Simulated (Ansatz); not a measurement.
## Relaxing a structure of Zn$_{3}$P$_{2}$

The start is a generated cell, Zn3P2 built in the AFLOW prototype A3B2_hR5_155_e_c (D5_e, as in Ni3S2). The structure is fully relaxed (lattice and positions, P = 0) with r2SCAN (plane waves to 500 eV, PAW, scalar-relativistic; Ansatz, a program for electronic structure).

Ansatz input:
Ansatz 0.2 input:
```yaml
crystal:
  lattice:
    - [3.0248096, 1.7463746, 2.5024719]
    - [-3.0248096, 1.7463746, 2.5024719]
    - [0, -3.4927493, 2.5024719]
  atoms:
    - { symbol: Zn, position: [0.2449, 0.7551, 0.5] }
    - { symbol: Zn, position: [0.5, 0.2449, 0.7551] }
    - { symbol: Zn, position: [0.7551, 0.5, 0.2449] }
    - { symbol: P, position: [0.2521, 0.2521, 0.2521] }
    - { symbol: P, position: [0.7479, 0.7479, 0.7479] }
basis: { ecutwfc: 500, ecutrho_ratio: 4, xc_grid: 4, fft_grid_basis: typed }
kpoints: { mp_grid: { grid: [8, 8, 8] } }
hamiltonian:
  xc: r2scan
  dispersion: none
  pseudopotentials: { kind: paw }
scf: { occupations: { method: fermi_dirac, width: 0.05 } }
relax: { f_tol: 0.01, max_steps: 100, cell: { stress_tol: 0.02 } }
output: { forces: true, stress: true }
```

Task: What is the largest force in the starting geometry, and on which atom (counted from 1)?

Result: 1.17 eV/Å, on P4, P5 (atoms numbered as listed).

Task: By how much does the energy per atom fall from start to end?

Result: 0.06 eV/atom.

Task: How does the volume per atom move from start to end?

Result: +9.3 %, from 15.86 to 17.34 Å³/atom.

Task: How do the shortest distances between atoms change?

Result: The closest pairs of elements (up to four, under 3.6 Å), start → end: P–Zn 2.38 → 2.38 Å; Zn–Zn 2.63 → 2.73 Å.

Task: Is the relaxed structure metallic? Give its gap.

Result: No gap (metallic).

Task: Give the final cell and atomic positions.

Result: 
Space group R32, hexagonal axes (No. 155); a = 6.1670 Å, b = 6.1670 Å, c = 7.8957 Å, α = 90.00°, β = 90.00°, γ = 120.00°

```json
[
 {"atom": "Zn", "site": "9e", "symmetry": ".2", "x": "0.2654", "y": "0.2654", "z": "0.5000"},
 {"atom": "P", "site": "6c", "symmetry": "3.", "x": "0.0000", "y": "0.0000", "z": "0.2459"}
]
```
(The calculation used a cell of 5 atoms; values per cell refer to that cell.)

The space group stays R32 (No. 155) (the run could not lower it); the end is AFLOW prototype A3B2_hR5_155_e_c (D5_e, as in Ni3S2), with 5 atoms in the primitive cell. No spin polarisation in the result.

The run could not lose the symmetry of its start: the end is stationary, and may be a saddle point rather than a minimum.

The relaxed structure here is a generated cell of Zn3P2: the first start was made by placing the elements on the sites of a structure type, and the end was not matched to a known phase here, so it may be hypothetical.
